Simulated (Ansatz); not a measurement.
ReC (CsCl type), relaxed with PBE (Ansatz, a first-principles code, plane waves, PAW): a = b = c = 2.6920 Å, α = β = γ = 90.00°.

```
Quantity              Result
--------------------  ------
ΔH_f (eV/atom)          1.08
B₀ by P(V) fit (GPa)     396
```

### Question
The same phase is relaxed and computed with PBEsol in the same code. What are the cell and these values now?

### Answer
a = b = c = 2.6694 Å, α = β = γ = 90.00°.

- ΔH_f (eV/atom): 0.97
- B₀ by P(V) fit (GPa): 427

Constructed cells (a structure type filled with these elements, in neither database checked): ReC, CsCl type. Unstable at this level: ReC, CsCl type with PBEsol. All cells were relaxed under the symmetry of their starts (and spin orders); stability against distortions was not tested throughout. Rows with no word on spin ran without spin polarisation. Scalar-relativistic: spin–orbit coupling is off unless named, which matters more the heavier the elements.

Potentials: the later of the program's two PAW sets.

Ansatz is a plane-wave DFT program.

Formation energies count from the lowest solids of the elements computed at the same level, not from gases.
